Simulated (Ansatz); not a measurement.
**HfIn4SiO6: changing the functional**

```xyz
12
Lattice="5.2774 0.0000 0.0000 -2.6387 4.5704 0.0000 0.0000 0.0000 10.5590" Properties=species:S:1:pos:R:3 pbc="T T T"
Hf    2.6387    1.5234    0.0000
In    0.0000    0.0000    3.2148
In    0.0000    0.0000    7.3442
In    0.0000    3.0469    8.3331
In    0.0000    3.0469    2.2260
Si    0.0000    0.0000    0.0000
O     3.2747    3.2219    9.5002
O     1.4858    0.1234    1.0589
O     0.8498    1.2250    9.5002
O     2.0027    3.2219    1.0589
O     3.7916    0.1234    9.5002
O     4.4277    1.2250    1.0589
```

The cell comes from a database or a generator and needn't be the stable form of this composition.

Kept alike: task single point; k mesh 3 × 3 × 1; occupations fermi-dirac, width 0.05 eV; no spin polarisation. Program: Ansatz, Ansatz PAW. Cutoffs run from 420 to 500 eV. The mesh is that of the run's cell of 12 atoms. No spin-orbit coupling.

| functional | pressure (GPa) |
| --- | --- |
| B3LYP | -0.12 |
| HSE03 | -2.82 |
| HSE06 | -2.77 |
| PBE0 | -2.68 |
| r2SCAN0 | -4.36 |
| r2SCANh | -3.55 |

The k mesh is coarse, so the values aren't converged. Pressure is positive in compression, with a Pulay correction for the finite cutoff. All rows use potentials made for PBE.

What does the functional change here?

The pressure runs from -4.36 (r2SCAN0) to -0.12 GPa (B3LYP).
